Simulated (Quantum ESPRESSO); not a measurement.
One change at a time to Hf2MoOs2Re2Ru

Calculated results; nothing here was measured. They come from Quantum ESPRESSO 7.5, a public plane-wave density functional program. Each row is one single-point run on a made-up periodic cell of eight metal atoms, with elements, volume, strain and displacements drawn at random and not relaxed, so a cell may be unstable or far from any real phase. There is no spin polarisation or spin-orbit coupling.

Settings: PBE unless stated; PseudoDojo standard norm-conserving files; Fermi-Dirac width 0.25 eV, which means electrons at about 2900 K; cutoff 1143 eV; 8 x 5 x 3 k mesh shifted half a step off Gamma. E is the free energy of the whole cell (internal energy minus TS), so a -TS column is already part of it. Stress is positive in tension, and the pressure P is minus a third of its trace.

Checks: one run of this series was repeated at a higher cutoff and on a denser mesh, which moved values by no more than 0.004 eV, 0.08 GPa and 0.009 eV/Å, and a second program with other atomic files agreed on it to 2 % rms in force and 0.5 GPa in pressure. Known limits: heavy elements are run without spin-orbit coupling, which real alloys of them have; a spin test at this wide smearing found no moment, but such smearing suppresses magnetism that the real alloy may have.

The lattice is hexagonal close-packed, and the cell vectors in Å are (-2.883, -0.006, 0.016); (0.010, 5.121, -0.034); (1.488, -2.493, -9.503), a volume of 140.40 Å³ in run 1. The elements on sites 1 to 8 are Re Mo Hf Ru Os Os Hf Re. Each later run makes one change to run 1 and keeps the rest. E is counted from run 1, and is n/a where other atomic files have another zero of energy.

| run | change | V (Å³) | P (GPa) | -TS (eV) | rms force (eV/Å) | largest change of a force component (eV/Å) | E (eV) |
|---|---|---|---|---|---|---|---|
| 1 | none | 140.40 | -14.82 | -1.880 | 0.937 | 0.000 | 0.000 |
| 2 | sites 4 and 8 exchanged | 140.40 | -15.31 | -1.882 | 0.897 | 1.012 | 0.089 |
| 3 | all lengths scaled by -1.66 % | 133.52 | -5.16 | -1.765 | 1.033 | 0.391 | -0.438 |
| 4 | LDA in place of PBE | 140.40 | -27.43 | -1.894 | 0.876 | 0.229 | n/a |
| 5 | Ir on site 2 | 140.40 | -17.89 | -1.845 | 0.878 | 1.589 | n/a |
| 6 | site 2 moved by +0.11 Å along z | 140.40 | -14.68 | -1.852 | 0.848 | 0.889 | ? |

## Worked estimate

Along the move dE = -F dx. The force on site 2 along z is 2.276 eV/Å in run 1 and 1.387 eV/Å in run 6, and the move is +0.11 Å, so the mean force times the move gives an estimate.

## Withheld value

Question: what E should run 6 give?

The estimate is -0.201 eV. The calculation gave -0.203 eV.
